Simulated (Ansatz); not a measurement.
A geometry of Al₂Cu away from equilibrium: step 2 of the relaxation of a relaxed Al2Cu cell shaken by Gaussian noise of σ = 0.08 Å a coordinate. These are PBEsol (plane waves to 420 eV, PAW, scalar-relativistic; Ansatz, a program for electronic structure) values and carry that method's errors. Γ-centred k-mesh 5×5×5 on the run's cell (coarser than for final values), Fermi–Dirac smearing 0.05 eV.

```
CELL_PARAMETERS angstrom
     -4.51271     4.50946     4.50360
      4.51488    -4.51007     4.50637
      4.51136     4.50871    -4.50420
ATOMIC_POSITIONS crystal
  Al 0.48636 0.23866 0.73744
  Al 0.49434 0.74082 0.24731
  Al 0.74733 0.49665 0.24784
  Al 0.24025 0.49583 0.74568
  Al 0.24143 0.73416 0.48665
  Al 0.74152 0.22782 0.47581
  Cu 0.99643 0.49027 0.48915
  Cu 0.49540 0.99834 0.50406
  Cu 0.49661 0.50064 0.99371
```

### Question
What forces act on the atoms (eV/Å)?

### Answer
```tsv
atom	Fx	Fy	Fz
Al1	0.89	0.00	0.03
Al2	0.45	-0.01	0.00
Al3	-0.04	-0.40	-0.01
Al4	-0.03	0.19	0.00
Al5	0.02	0.01	0.38
Al6	0.09	0.02	-0.04
Cu7	-0.04	-0.08	-0.47
Cu8	-1.00	0.01	0.13
Cu9	-0.35	0.27	-0.03
```

### Question
What is the pressure?

### Answer
+0.1 GPa, compression positive.

### Question
How much energy per atom can still be gained by relaxing?

### Answer
0.01 eV/atom; the path ends in Cm (No. 8) at a tolerance of 0.01 Å, Im-3m (No. 229) at 0.1 Å.

No spin polarisation in the result.

The end of the path is a generated cell of Al2Cu: the first start was made by a random draw of sites in a space group, and the end was not matched to a known phase here, so it may be hypothetical. Known forms of Al2Cu include space group No. 140.
